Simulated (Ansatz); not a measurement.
Ga$_{2}$PN:
```xyz
4
Lattice="3.5530 0.0000 0.0000 -1.7765 3.0770 0.0000 0.0000 0.0000 5.9024" Properties=species:S:1:pos:R:3 pbc="T T T"
Ga     0.0000     0.0000     2.7580
Ga     1.7765     1.0257     0.2268
P      0.0000     0.0000     5.1404
N      1.7765     1.0257     2.2040
```

Relaxed with PBE. Special points in fractions of this cell's reciprocal vectors: Γ (0.000, 0.000, 0.000); M (0.500, 0.000, 0.000); K (0.333, 0.333, 0.000); A (0.000, 0.000, 0.500); L (0.500, 0.000, 0.500); H (0.333, 0.333, 0.500).

**Question.** List the band energies nearest the Fermi level at these points for PBE (plane waves, PAW; program Ansatz).

**Answer.** In eV from the Fermi level; about four levels below and three above (degenerate sets whole), none deeper than 8.9 eV; points with the same levels are listed once.

```csv
k,below,above
Γ,-2.58 -2.58 -1.41 -1.12,0.15 0.15 3.66
M,-4.96 -3.73 -3.21 -1.38,1.51 2.77 3.31
K,-5.60 -3.98 -3.72 -3.45,2.27 3.48 4.52
A,-5.35 -4.68 -2.51 -2.51,0.01 0.01 0.71
L,-3.53 -3.30 -2.56 -1.76,1.13 2.30 3.22
H,-5.10 -4.30 -2.94 -2.02,2.41 3.03 3.58
```

Space group P3m1. The start of the workflow was typed in or built on a structure type; neither database checked (COD, Materials Project) lists it. Whether it is the stable phase at ambient conditions was not checked. The cell was relaxed with PBE under the symmetry of its start; its stability against distortions is not shown here. Spin–orbit coupling is left out wherever it is not named.

Potentials: the earlier of the program's two PAW sets.
